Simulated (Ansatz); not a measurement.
# Density of states of Ta

```cif
data_structure
_symmetry_space_group_name_H-M 'Im-3m'
_symmetry_Int_Tables_number 229
_cell_length_a 3.3026
_cell_length_b 3.3026
_cell_length_c 3.3026
_cell_angle_alpha 90.000
_cell_angle_beta 90.000
_cell_angle_gamma 90.000
_cell_volume 36.02
loop_
_atom_site_label
_atom_site_type_symbol
_atom_site_symmetry_multiplicity
_atom_site_Wyckoff_symbol
_atom_site_fract_x
_atom_site_fract_y
_atom_site_fract_z
_atom_site_occupancy
Ta1 Ta 2 a 0.00000 0.00000 0.00000 1
```

The runs use the primitive cell with vectors (-1.651, 1.651, 1.651), (1.651, -1.651, 1.651), (1.651, 1.651, -1.651) Å, to which the k mesh refers.

The cell comes from COD entry 1541266, which wasn't checked; take it as a given geometry.

No spin–orbit coupling, which matters for the heavy atoms here.

Method: Ansatz 0.2.0, DFT, PBEsol, all-electron LAPW, scalar-relativistic.

Settings: a Γ-centred 17×17×17 k mesh, Fermi–Dirac smearing of 0.08 eV, basis error target 0.5 meV/atom, no spin polarisation.

States per eV and cell, averaged over 0.4 eV, from -7.8 to 3.2 eV, with energies (bin centres) from the Fermi level; empty bins are left out. The partial columns, the largest 3 alone, are projections on Löwdin-orthogonalised atomic shells (those that the program's projection atoms carry: the occupied ones and, for some elements, an empty d or f shell; other empty shells have no column), summed over atoms of an element. Weights on diffuse s and p shells depend on that basis and aren't pure angular character.

| E (eV) | total | Ta 5d | Ta 6s | Ta 5p |
| --- | --- | --- | --- | --- |
| -7.7 | 0.02 | 0.00 | 0.02 | 0.00 |
| -7.3 | 0.05 | 0.00 | 0.04 | 0.00 |
| -6.9 | 0.07 | 0.00 | 0.06 | 0.00 |
| -6.5 | 0.09 | 0.00 | 0.08 | 0.00 |
| -6.1 | 0.11 | 0.01 | 0.09 | 0.00 |
| -5.7 | 0.13 | 0.02 | 0.11 | 0.00 |
| -5.3 | 0.17 | 0.03 | 0.13 | 0.00 |
| -4.9 | 0.22 | 0.06 | 0.15 | 0.01 |
| -4.5 | 0.37 | 0.16 | 0.19 | 0.01 |
| -4.1 | 0.64 | 0.40 | 0.22 | 0.01 |
| -3.7 | 0.70 | 0.49 | 0.19 | 0.01 |
| -3.3 | 0.86 | 0.68 | 0.16 | 0.01 |
| -2.9 | 1.13 | 0.97 | 0.14 | 0.02 |
| -2.5 | 0.66 | 0.60 | 0.05 | 0.01 |
| -2.1 | 0.37 | 0.35 | 0.02 | 0.01 |
| -1.7 | 0.75 | 0.73 | 0.01 | 0.01 |
| -1.3 | 2.03 | 1.97 | 0.02 | 0.02 |
| -0.9 | 1.35 | 1.26 | 0.05 | 0.02 |
| -0.5 | 1.49 | 1.30 | 0.11 | 0.02 |
| -0.1 | 1.68 | 1.42 | 0.16 | 0.02 |
| 0.3 | 0.98 | 0.84 | 0.07 | 0.01 |
| 0.7 | 0.51 | 0.40 | 0.04 | 0.00 |
| 1.1 | 0.30 | 0.23 | 0.02 | 0.00 |
| 1.5 | 0.28 | 0.26 | 0.01 | 0.00 |
| 1.9 | 0.50 | 0.47 | 0.01 | 0.00 |
| 2.3 | 0.71 | 0.67 | 0.02 | 0.00 |
| 2.7 | 0.80 | 0.76 | 0.02 | 0.00 |
| 3.1 | 0.95 | 0.91 | 0.02 | 0.00 |

Problem. Which of the resolved shells contributes most within 0.3 eV of the Fermi level?

Solution. Ta 5d, with 85 % of all states there; Ta 6s follows with 9 %.

Problem. Where is the centre of the filled Ta 5d states between -14 eV and the top of the filled states?

Solution. -1.81 eV from the Fermi level.
